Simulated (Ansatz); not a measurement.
An Ansatz input:

```yaml
crystal:
  lattice:
    - [1.7396228578, 0.0, 0.0]
    - [-0.8698114289, 1.5065575878, 0.0]
    - [0.0, 0.0, 10.7943299806]
  atoms:
    - { symbol: B, position: [0.3333333333, 0.6666666667, 0.25] }
    - { symbol: B, position: [0.6666666667, 0.3333333333, 0.75] }
hamiltonian:
  xc: blyp
  pseudopotentials:
    kind: paw
    azcp:
      B: "pseudopotentials/B.paw.azcp"
basis:
  ecutwfc: 420
  fft_grid_basis: typed
kpoints:
  mp_grid: { grid: [23, 23, 4], shift: [0, 0, 0] }
magnetization:
  spin_polarized: false
scf:
  occupations: { method: fermi_dirac, width: 0.1 }
  lower_state_search: "off"
output:
  stress: true
  write_density: true
  write_potential: true
  elf: true
  volumetric_format: npy
```

and its output:

```
Engine: ansatz 0.2.0, aarch64-unknown-linux-gnu
Pseudopotentials: kind: paw
Pseudopotential: B, paw, valence charge 3, recommended cutoff 420 eV (normal) 
Functional definition: BLYP
  parameter beta = 0.0042
  parameter a = 0.04918
  parameter b = 0.132
  parameter c = 0.2533
  parameter d = 0.349
  exchange = b88_x(beta = beta)
  correlation = lyp_c(a = a, b = b, c = c, d = d)
Crystal: 2 atoms, lattice volume = 28.290 Å³
Basis set: ecut = 420 eV, 523 PW (Γ), exchange–correlation on 24×24×150 points (8 copies of the dense FFT grid, shifted against one another)
Bands: 7, of which v1, the nominal top of the filled ones, is band 3 counted from 1 (2 counted from 0)
Symmetry: 24 space group operations
Space group: P63/mmc (ITA 194), of the structure as read, at distance tolerance 3.0e-5 Å
k-points: 168 of 2116
Non-local potential: B, projectors of the file, l = 0: 2, l = 1: 2, l = 2: 1
PAW form: soft (Blöchl's): semilocal exchange-correlation on the pseudo side does not see the compensation charge
PAW frozen core: B, regenerated for the run's functional, and the local potential with it (the file was generated under x = pbe(κ = 0.804, μ = 0.2195149727645171), c = pbe(β = 0.06672455060314922))
PAW one-centre angular grid: B, 110 points (default); XC on 64 Gauss nodes
Initial density: superposition of atomic densities (neutral atoms: chi_scale 0, normalization atom), corrected by the library's trained network
Initial wavefunctions: pseudopotential atomic-orbital guess
Functional: x = b88, c = lyp
SCF iter   1: F=—  HF=-311.250809 eV  |F-HF|=—  |Δ(HF+E_count)|=         —  Δρ=1.43e-2  dr2=5.76e-2  ethr=1.77e-3  ⟨swp⟩=5.8  Hψ=9437  notcnv=0
SCF iter   2: F=—  HF=-311.241237 eV  |F-HF|=—  |Δ(HF+E_count)|=   9.57e-3  Δρ=2.74e-3  dr2=1.55e-3  ethr=9.60e-4  ⟨swp⟩=2.6  Hψ=3336  notcnv=0  defer=6
SCF iter   3: F=—  HF=-311.242146 eV  |F-HF|=—  |Δ(HF+E_count)|=   9.09e-4  Δρ=2.44e-4  dr2=1.40e-5  ethr=2.59e-5  ⟨swp⟩=2.4  Hψ=1952  notcnv=0  defer=6
SCF iter   4: F=—  HF=-311.242174 eV  |F-HF|=—  |Δ(HF+E_count)|=   2.79e-5  Δρ=3.48e-5  dr2=2.17e-7  ethr=2.33e-7  ⟨swp⟩=2.2  Hψ=1779  notcnv=0  defer=6
iter 5 did not close the SCF: its close was put off for the readings that it lacked (scf_convergence_deferred on its scf_iter line)
SCF iter   5: F=-311.242174 eV  HF=-311.242174 eV  |F-HF|=6.63e-10  |Δ(HF+E_count)|=   5.46e-7  Δρ=1.72e-6  dr2=1.00e-9  ethr=3.62e-9  ⟨swp⟩=2.4  Hψ=1770  notcnv=0  defer=6
SCF iter   6: F=-311.242174 eV  HF=-311.242174 eV  |F-HF|=2.21e-11  |Δ(HF+E_count)|=   1.07e-9  Δρ=2.32e-7  dr2=4.90e-12  ethr=1.67e-11  ⟨swp⟩=5.7  Hψ=6612  notcnv=0
SCF 1 converged in 6 iterations: F = -311.242174 eV  dr2 = 4.90e-12
SCF converged after 6 iterations
Free energy (F): -311.242174 eV
Harris-Foulkes:  -311.242174 eV  (|F-HF|=2.21e-11)
Internal energy: -311.221263 eV  (E = F + TS)
E sigma→0 (E₀):  -311.231719 eV
Entropy (-TS):   -0.020911 eV (-10.456 meV/atom)
Fermi energy:    4.264575 eV
--- Per-component energies (eV) ---
  E_band       = -25.423920
  E_kinetic    = 100.319465
  E_local      = -285.569593  (includes V_loc(G=0)·N_el)
  E_nonlocal   = 21.874643
  E_hartree    = 108.273602
  E_xc         = -61.550382
  E_vxc        = -72.613113  (∫ρ·V_xc dr)
  E_paw        = -160.160969  (= ΣΔE_a)
  E_vpaw       = -5.982525  (= ΣTr[D̂ρ^β])
  E_aug_tail   = -0.000007  (compensation charges beyond the density's cutoff)
  E_ewald      = -34.409551
  E_core_change = 0.001528  (= ΣΔE_core)
  E_smearing   = -0.020911  (= −TS)
  E_closure    = 0.000000  (closes the sum)
  Σ components = -311.242174   (vs F -311.242174, Δ=0.00e0)
--- Stress (GPa, compression-positive) ---
       -7.908365      -0.000000       0.000000
       -0.000000      -7.908365      -0.000000
        0.000000      -0.000000       0.132400
  P = ⅓ Tr σ = -5.2281 GPa (-52.281 kbar)
--- Band table (eV; the first three rows and the last of 168) ---
  k-point 0: bands = ["-12.4300", "-12.4226", "-3.1789", "-3.0362", "5.9257", "8.2259", "9.5410"]
  k-point 1: bands = ["-12.4289", "-12.4237", "-3.1586", "-3.0577", "6.1190", "7.5237", "10.4778"]
  k-point 2: bands = ["-12.4263", "-12.4263", "-3.1090", "-3.1090", "6.6768", "6.6768", "12.0161"]
  k-point 167: bands = ["-0.0232", "-0.0232", "1.7147", "1.7147", "12.2071", "12.2071", "12.2443"]
```
